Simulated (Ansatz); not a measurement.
Input:

CuI (zinc blende, space group No. 216), a = b = c = 6.023 Å, α = β = γ = 90.00°; the cell used has 2 atoms.

This is the r²SCAN-relaxed structure.

Task: All from r²SCAN (plane waves, PAW; program Ansatz), unless another level is named. Predict the band gap.

Result: 1.67 eV (direct).

Task: And the formation energy from the elements (no fitted shifts)?

Result: -0.19 eV/atom.

Task: Next, the gap with spin–orbit coupling?

Result: 1.52 eV.

Space group F-43m (zinc blende). The r²SCAN relaxation kept the symmetry of its start. No spin polarisation was allowed. The references are the lowest solids computed at this level, not always the standard phases. Spin–orbit coupling is left out wherever it is not named.

Potentials: the later of the program's two PAW sets.
